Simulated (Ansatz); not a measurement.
GaN in space group P6_222 (No. 180; Ga on 3d, N on 3c), PBE in the plane-wave PAW code Ansatz. The conduction-band minimum lies at Γ, with 1 equivalent valley. Second derivatives d²E/dk² of the lowest band at one valley (eV·Å²), along Cartesian directions:

```csv
direction,d²E/dk²
[100],64.06
[010],64.06
[001],64.96
[110],64.06
[101],64.53
[011],64.53
```

Find the principal effective masses, the density-of-states mass and the conductivity mass.

Off-diagonal terms follow from H_xy = H[110] − (H_xx + H_yy)/2, and m*/mₑ = 7.620 eV·Å² over each eigenvalue: 0.12, 0.12, 0.12. One valley's DOS mass (m₁m₂m₃)^(1/3) = 0.12, conductivity mass 3/(Σ 1/mᵢ) = 0.12 mₑ.

What effective density of states Nc follows at 300 K for parabolic valleys?

Nc = 2.509e19 × 1 × (0.12)^(3/2) ≈ 1.0e18 cm⁻³.

The start of the workflow was typed in or built on a structure type; neither database checked (COD, Materials Project) lists it. It is not the phase usual at ambient conditions (space group No. 186, 216). Symmetry was held in the PBE relaxation; its stability against distortions is not shown here. Spin–orbit coupling is left out wherever it is not named.

Potentials: the later of the program's two PAW sets.

Edges and masses are those of Kohn–Sham bands, whose gap is no quasiparticle gap.
